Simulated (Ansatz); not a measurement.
**Pb (Im-3m), clamped-ion strain scan**

Theory: Ansatz, DFT LDA, scalar-relativistic, plane waves, PAW. Cutoff 420 eV, Γ-centred 18×18×18 k-points, Gaussian smearing of 0.15 eV. Spin–orbit coupling is left out, which can shift energies with elements as heavy as these. No spin polarisation. Energies are free energies at this smearing, counted from the undisturbed cell; pressure is positive in compression.

Zero of the scan (as given, not relaxed at this level; it stands at -3.1 GPa; this bcc form isn't the usual structure):

```
Pb
1.0
    -1.97966    1.97966    1.97966
     1.97966   -1.97966    1.97966
     1.97966    1.97966   -1.97966
Pb
1
Direct
  0.00000 0.00000 0.00000
```

The cell is strained by ε times the Voigt pattern (0, 0, 0, 0, 0, 1) (xx, yy, zz, yz, xz, xy; engineering shear) with fractional coordinates fixed. The cell is metallic on the mesh throughout.

| ε | ΔE (meV/atom) | stress summed along the pattern (GPa, tension positive) | pressure (GPa) |
| --- | --- | --- | --- |
| -0.1000 | 14.1 | -1.55 | -2.6 |
| -0.0500 | 4.0 | -0.81 | -2.9 |
| 0.0000 | 0.0 | 0.00 | -3.1 |
| 0.0125 | 0.3 | 0.26 | -3.1 |
| 0.0250 | 1.1 | 0.48 | -3.0 |
| 0.0375 | 2.4 | 0.66 | -3.0 |
| 0.0625 | 6.0 | 0.96 | -2.9 |
| 0.0750 | 8.3 | 1.13 | -2.8 |
| 0.0875 | 11.0 | 1.32 | -2.7 |

By symmetry 0.1000 repeats -0.1000, -0.0750 repeats 0.0750, 0.0500 repeats -0.0500, -0.0250 repeats 0.0250 in energy, with the opposite slope along the path.